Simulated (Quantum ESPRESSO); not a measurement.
# Zr3Au2AlSn2: different elements on one site, starting from this cell

A calculation, not a measurement. The program is pw.x of Quantum ESPRESSO 7.5 (plane-wave density functional theory). The cell is made up: eight metal atoms on a hexagonal close-packed lattice, with elements, volume, strain and displacements drawn at random and not relaxed, so it may be unstable or far from any real phase. PseudoDojo standard norm-conserving files set the functional (PBE unless stated); there is no spin polarisation or spin-orbit coupling, the Fermi-Dirac width of 0.25 eV means electrons at about 2900 K, and the masses in the input are unused placeholders. The tin pseudopotential is less sure than most, with forces differing by about three percent from a second method on plain tin. Heavy elements are run without spin-orbit coupling, which real alloys of them have. A spin test at this wide smearing found no moment, but such smearing suppresses magnetism that the real alloy may have.

The runs put different elements on site 5. Cell, positions, cutoff, mesh and smearing stay as in the input of run 1; sites are counted in its order. Stress in the tables is positive in tension.

Input of run 1:

```
&control calculation='scf', pseudo_dir='./dojo.nc.sr.pbe.v0_5.standard.upf', outdir='./o', disk_io='medium', tprnfor=.true., tstress=.true. /
&system ibrav=0, nat=8, ntyp=4, nbnd=66, ecutwfc=84.00895049, nosym=.true., tot_charge=0,
 occupations='smearing', smearing='fd', degauss=0.0183746611
/
&electrons conv_thr=1.470e-08, electron_maxstep=70, mixing_beta=0.5 /
ATOMIC_SPECIES
Al 1.0 Al.upf
Au 1.0 Au.upf
Sn 1.0 Sn.upf
Zr 1.0 Zr.upf
CELL_PARAMETERS angstrom
-3.1489 0.0002 -0.0421
-0.0673 -0.0726 -4.9654
0.0005 -10.9042 -0.1573
ATOMIC_POSITIONS angstrom
Zr -0.0065 0.0619 0.0266
Au -0.0558 -5.4188 0.0094
Zr -0.0703 -3.7001 -2.548
Zr -0.0324 -9.1031 -2.5885
Al -1.6375 -2.6415 -0.0416
Sn -1.5527 -8.1326 -0.2007
Sn -1.6016 -0.9369 -2.4666
Au -1.5669 -6.4018 -2.6532
K_POINTS automatic
7 5 2 1 1 1
```

| run | elements on sites 1 to 8 | -TS (eV) | pressure (GPa) | stress xx (GPa) | stress yy (GPa) | stress zz (GPa) | stress yz (GPa) | stress xz (GPa) | stress xy (GPa) | iterations |
| --- | --- | --- | --- | --- | --- | --- | --- | --- | --- | --- |
| 1 | Zr Au Zr Zr Al Sn Sn Au | -1.249 | -1.96 | 0.65 | 4.26 | 0.97 | -0.34 | 0.86 | 0.08 | 17 |
| 2 | Zr Au Zr Zr Ta Sn Sn Au | -1.398 | -1.73 | 1.13 | 4.71 | -0.65 | 0.65 | 1.06 | 0.12 | 18 |
| 3 | Zr Au Zr Zr Ti Sn Sn Au | -1.528 | -1.76 | -0.20 | 5.26 | 0.21 | 0.55 | 1.04 | 0.15 | 18 |
| 4 | Zr Au Zr Zr Li Sn Sn Au | -1.323 | -1.67 | -0.18 | 4.88 | 0.31 | 0.28 | 0.86 | 0.11 | 18 |
| 5 | Zr Au Zr Zr Ir Sn Sn Au | -1.226 | -6.43 | 4.24 | 8.99 | 6.08 | 0.22 | 0.81 | 0.17 | 18 |

Forces Fx Fy Fz (eV/Å):

```
site             run 1              run 2              run 3              run 4              run 5
   1  -0.02 -0.63 0.28   -0.01 -0.88 0.16   -0.02 -0.85 0.15   -0.01 -0.25 0.14    0.02 -1.52 0.19
   2   0.08 0.59 -0.37    0.07 0.88 -0.32    0.07 0.96 -0.33    0.08 0.98 -0.35    0.09 0.67 -0.32
   3  -0.02 -0.08 0.00    -0.05 0.05 0.14    -0.02 0.00 0.13    0.01 -0.64 0.21     0.02 0.35 0.03
   4   0.09 0.42 -0.56    0.07 0.55 -0.61    0.08 0.56 -0.60    0.08 0.43 -0.57    0.09 0.27 -0.57
   5  0.11 -0.49 -0.03    0.21 -0.82 0.17    0.18 -0.71 0.13   0.08 -0.34 -0.09     0.06 0.25 0.03
   6   -0.08 0.18 0.36    -0.08 0.25 0.37    -0.08 0.21 0.37    -0.08 0.16 0.37    -0.08 0.30 0.36
   7  -0.04 -0.05 0.00  -0.08 -0.07 -0.20  -0.07 -0.23 -0.14  -0.05 -0.47 -0.02  -0.09 -0.44 -0.02
   8   -0.12 0.07 0.32    -0.13 0.03 0.29    -0.13 0.06 0.29    -0.12 0.12 0.31    -0.12 0.12 0.30
```

Energies are left out, as each element's file has its own zero. A rerun of one cell of this series at a higher cutoff and on a denser mesh moved values by no more than 0.013 eV in energy, 0.09 GPa in stress and 0.009 eV/Å in force, and a second program with other atomic files agreed on that cell to 2 % rms in force and 0.5 GPa in pressure.